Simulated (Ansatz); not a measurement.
PbSe (rock salt, Fm-3m), a = b = c = 6.102 Å, α = β = γ = 90.00°; the cell used has 2 atoms.

Relaxed with PBEsol. 

Q: HSE06 on this cell (Ansatz, an electronic-structure program, PAW) gives a gap of 0.65 eV. What does PBEsol give?

A: 0.17 eV.

Cost on shared cores: the PBEsol run (SCF on a 8×8×8 mesh, then bands and DOS) roughly 7 core-seconds, the HSE06 run (SCF on 6×6×6, then a few points) around 80 core-seconds (rough); the tasks are unlike.

The cell was relaxed with PBEsol under the symmetry of its start. Spin–orbit coupling is left out wherever it is not named.

Potentials: the later of the program's two PAW sets.

Ansatz is a plane-wave DFT program.
